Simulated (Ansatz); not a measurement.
Relaxed candidate structures of Si2Mo:

A. P6₂22 (No. 180), hP9; a = b = 4.5743 Å, c = 6.5665 Å, α = β = 90.00°, γ = 120.00°; Si 6j (0.328, 0.164, 0.167); Mo 3d (0.500, 0.000, 0.500)

B. I4/mmm (No. 139), tI6; a = b = 3.1902 Å, c = 7.8206 Å, α = β = γ = 90.00°; Mo 2a (0.000, 0.000, 0.000); Si 4e (0.000, 0.000, 0.335)

Question: Put the candidates in order of energy per atom, lowest first, for PBEsol (plane waves to 420 eV, PAW, scalar-relativistic; Ansatz, a first-principles code).

Answer: B (reference, the lowest of the structures calculated here), A (+0.03 eV/atom)

Each run could gain symmetry but not lose that of its start, so entries can be saddle points.  Static energies at zero pressure. No spin polarisation in the result. Gaps of cells over 8 atoms come from the SCF mesh and high-symmetry points alone.
